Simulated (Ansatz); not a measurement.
Rough cost of magnetic runs on MnZn (Pm-3m) in Ansatz 0.2.0, 2 threads of Arm Neoverse V1, on a shared host.

```
Mn Zn
1.0
     3.07000    0.00000    0.00000
     0.00000    3.07000    0.00000
     0.00000    0.00000    3.07000
Mn Zn
1 1
Direct
  0.00000 0.00000 0.00000
  0.50000 0.50000 0.50000
```

| run | functional, mesh | k points solved | bands | iterations | wall time (s) | peak memory (GiB) |
| --- | --- | --- | --- | --- | --- | --- |
| PAW: spiral at q = 0 | LDA, 12×12×12 | 84 | 36 | 12 | 16 | 0.45 |
| PAW: free moments from the typed start | LDA, 12×12×12 | 84 | 20 | 12 | 5.6 | 0.36 |
| LAPW: spiral at 0.5 of the way from Γ to M | LDA, 12×12×12 | 294 | 44 | 12 | 330 | 1.7 |
| PAW: spiral at 0.5 of the way from Γ to M | LDA, 12×12×12 | 294 | 36 | 13 | 68 | 0.79 |
| LAPW: spiral at 0.333 of the way from Γ to M | LDA, 12×12×12 | 301 | 44 | 12 | 340 | 1.7 |
| PAW: spiral at 0.667 of the way from Γ to M | LDA, 12×12×12 | 301 | 36 | 14 | 82 | 0.8 |
| PAW: cone of 15 degrees at 0 of the way from Γ to M | LDA, 12×12×12 | 1728 | 36 | 10 | 280 | 2.9 |
| PAW: spiral at 1 of the way from Γ to M | LDA, 12×12×12 | 301 | 36 | 13 | 81 | 0.82 |
| PAW: cone of 15 degrees at 0.167 of the way from Γ to M | LDA, 12×12×12 | 1728 | 36 | 10 | 280 | 3 |
